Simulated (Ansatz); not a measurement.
SiBi₂O₅:
```xyz
16
Lattice="7.5754 -2.7411 0.0000 7.5754 2.7411 0.0000 0.0000 0.0000 5.3061" Properties=species:S:1:pos:R:3 pbc="T T T"
Si     7.5754    -0.9912     3.9796
Si     7.5754     0.9912     1.3265
Bi     5.0734    -1.5530     1.3265
Bi    10.0775     1.5530     3.9796
Bi    10.0775    -1.5530     1.3265
Bi     5.0734     1.5530     3.9796
O      3.7810     0.0000     0.0000
O     11.3698     0.0000     2.6531
O     11.3698     0.0000     0.0000
O      3.7810     0.0000     2.6531
O      6.1832    -1.7936     3.9796
O      8.9676     1.7936     1.3265
O      8.9676    -1.7936     3.9796
O      6.1832     1.7936     1.3265
O      7.5754     0.0000     0.0000
O      7.5754     0.0000     2.6531
```

Relaxed with r²SCAN.

Question: Give the Bader charges and basin volumes of the independent atoms, r²SCAN (plane waves, PAW; program Ansatz).

Answer: 

| atom | Bader charge (e) | Bader volume (Å³) |
|---|---|---|
| Si1 | +3.32 | 2.8 |
| Bi3 | +2.00 | 18.2 |
| O7 | -1.23 | 11.9 |
| O11 | -1.57 | 16.1 |
| O15 | -1.71 | 15.0 |

Space group Cmcm. The start of the workflow was typed in or built on a structure type; neither database checked (COD, Materials Project) lists it. Whether it is the stable phase at ambient conditions was not checked. Symmetry was held in the r²SCAN relaxation; whether a distortion lowers the energy is not shown. Spin–orbit coupling is left out wherever it is not named.

Potentials: the earlier of the program's two PAW sets.
